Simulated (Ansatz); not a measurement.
BN:
```
CELL_PARAMETERS angstrom
      2.52733     0.00000     0.00000
     -1.26366     2.18873     0.00000
      0.00000     0.00000     8.30882
ATOMIC_POSITIONS crystal
  B  0.00000 0.00000 0.99973
  B  0.00000 0.00000 0.49973
  B  0.66667 0.33333 0.75046
  B  0.33333 0.66667 0.25046
  N  0.00000 0.00000 0.81320
  N  0.00000 0.00000 0.31320
  N  0.66667 0.33333 0.56224
  N  0.33333 0.66667 0.06224
```

Relaxed with LDA. Special points in fractions of this cell's reciprocal vectors: Γ (0.000, 0.000, 0.000); M (0.500, 0.000, 0.000); K (0.333, 0.333, 0.000); A (0.000, 0.000, 0.500); L (0.500, 0.000, 0.500); H (0.333, 0.333, 0.500).

Problem. List the band energies nearest the valence-band maximum at these points for LDA (plane waves, PAW; program Ansatz).

Solution. In eV from the valence-band maximum; about four levels below and three above (degenerate sets whole), none deeper than 8.9 eV; points with the same levels are listed once.

```
k                        below                  above
-  ---------------------------  ---------------------
Γ  -1.14 -1.14 -0.14 0.00 0.00         8.59 8.59 8.76
M      -3.80 -3.59 -2.70 -2.09         5.48 5.87 8.04
K      -5.53 -4.37 -4.37 -3.05         7.45 7.45 9.74
A      -0.39 -0.39 -0.39 -0.39    9.08 9.08 9.08 9.08
L      -3.58 -3.58 -2.68 -2.68    5.97 5.97 8.42 8.42
H      -4.09 -4.09 -3.93 -3.93  6.69 6.69 11.36 11.36
```

Space group P6_3mc. The cell is a constructed one: a structure type filled with these elements. Its sites differ from those of the usual phase in this space group: another stacking or structure type. Symmetry was held in the LDA relaxation; phonons on a q-mesh show no instability.

Potentials: the later of the program's two PAW sets.
